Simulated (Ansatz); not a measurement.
# Phase order of F along its cold isotherm

All-electron LAPW in Ansatz 0.2.0 under PBEsol, scalar-relativistic, energies extrapolated to zero smearing. Each structure type was compressed from its own relaxed volume, symmetry kept and shape relaxed on PAW files, and E(V) was fitted to energies and pressures; H = E + pV has no temperature or zero-point term. Only these types were tried: fcc (Fm-3m, 19×19×19 mesh, 9.23 Å³/atom at rest); distorted hcp (P6_3/mmc, 18×18×10 mesh, 9.80 Å³/atom at rest); diamond (Fd-3m, 14×14×14 mesh, 13.67 Å³/atom at rest); bcc (Im-3m, 20×20×20 mesh, 9.24 Å³/atom at rest). Spin polarisation is left out. Spin–orbit coupling is left out; Fermi–Dirac smearing is 0.05 to 0.1 eV. The element's standard state (F2 gas) isn't among the types. Enthalpies carry a few meV/atom of noise from meshes and fits.

Question: Which type is lowest at zero pressure, and what follows up to 300 GPa?

Answer: Among the types tried, distorted hcp is lowest at zero pressure; bcc takes over from distorted hcp near 140 GPa, with a volume step of -1.1 %. Enthalpies against distorted hcp:

| p (GPa) | fcc (meV/atom) | distorted hcp (meV/atom) | diamond (meV/atom) | bcc (meV/atom) |
| --- | --- | --- | --- | --- |
| 0 | 191 | 0 | 48 | 145 |
| 8.9 | 165 | 0 | 238 | 118 |
| 24 | 133 | 0 | 507 | 88 |
| 45 | 102 | 0 | 829 | 60 |
| 89 | 61 | 0 | 1404 | 24 |
| 150 | 25 | 0 | 2076 | -4 |
| 220 | -3 | 0 | 2741 | -22 |
| 280 | -22 | 0 | 3252 | -33 |
